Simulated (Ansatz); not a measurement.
## Equation of state of NaPt₂

A database entry relaxed whole under r2SCAN (Fd-3m):

```
Na Pt
1.0
     0.00000    3.75314    3.75314
     3.75314    0.00000    3.75314
     3.75314    3.75314    0.00000
Na Pt
2 4
Direct
  0.75000 0.75000 0.75000
  0.50000 0.50000 0.50000
  0.12500 0.12500 0.12500
  0.62500 0.12500 0.12500
  0.12500 0.12500 0.62500
  0.12500 0.62500 0.12500
```

The cell was scaled uniformly, its shape held, and the atoms relaxed at each volume with plane-wave PAW DFT (Ansatz 0.2.0; r2SCAN, 500 eV, 8×8×8 Γ-centred mesh, fermi-dirac occupations of width 0.100 eV; no spin, no spin-orbit coupling). One row is withheld.

```json
{"volume (Å³/atom)": "16.565", "energy over the lowest (meV/atom)": "31.3", "pressure (GPa)": "10.17"}
{"volume (Å³/atom)": "16.917", "energy over the lowest (meV/atom)": "13.4", "pressure (GPa)": "6.40"}
{"volume (Å³/atom)": "17.270", "energy over the lowest (meV/atom)": "3.2", "pressure (GPa)": "3.06"}
{"volume (Å³/atom)": "17.622", "energy over the lowest (meV/atom)": "0.0", "pressure (GPa)": "0.10"}
{"volume (Å³/atom)": "17.975", "energy over the lowest (meV/atom)": "2.9", "pressure (GPa)": "-2.50"}
{"volume (Å³/atom)": "18.327", "energy over the lowest (meV/atom)": "?", "pressure (GPa)": "?"}
{"volume (Å³/atom)": "18.680", "energy over the lowest (meV/atom)": "24.2", "pressure (GPa)": "-6.83"}
```

Task: Fit the pressures of the other rows to the third-order Birch-Murnaghan form.

Result: With f = [(V₀/V)^(2/3) − 1]/2 and P = 3B₀f(1 + 2f)^(5/2)[1 + 3(B₀′ − 4)f/2], least squares gives V₀ = 17.64 Å³ an atom, B₀ = 138 GPa and B₀′ = 5.2; the rows miss the fit by less than 0.01 GPa. The slope of the energies differs from these pressures by 0.09 GPa, since they are taken to zero smearing while pressures follow the free energy.

Task: What does the withheld row hold?

Result: The fit gives -4.80 GPa at 18.327 Å³; the run gave -4.81 GPa and 11.2 meV an atom.

Caveats: the shape of the cell was held; 0 K, fixed nuclei; the symmetry was kept, and this need not be the phase that is stable at 0 K; one mesh for all volumes; pressure is positive in compression.
